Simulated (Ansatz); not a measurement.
TiAu₄ in space group I4/m (No. 87; Ti on 2a, Au on 8h) under volume change, DFT-PBEsol in the program Ansatz with PAW potentials, shape and atoms relaxed at each volume.

```
V (Å³/atom)  E − E(relaxed) (meV/atom)  P (GPa)
-----------  -------------------------  -------
15.036                            90.9    21.63
15.531                            37.7    13.01
16.027                             8.8     5.89
16.523                             0.0     0.00
17.018                             7.7    -4.84
17.514                            29.0    -8.79
```

What does a third-order Birch–Murnaghan fit give for V₀, B₀ and B′?

V₀ = 16.52 Å³/atom, B₀ = 177 GPa, B′ = 5.5.

The first step of the workflow began from a Materials Project structure, measured or hypothetical; the Crystallography Open Database copy checked does not list it. With Ti and Au taken as one species the cell has the higher symmetry Fm-3m, so it may be an ordered model of a mixed-site phase. Its standing as an ambient phase is unchecked. The PBEsol relaxation kept the symmetry of its start; whether a distortion lowers the energy is not shown. No spin polarisation was allowed. Spin–orbit coupling is left out wherever it is not named.

Potentials: the later of the program's two PAW sets.
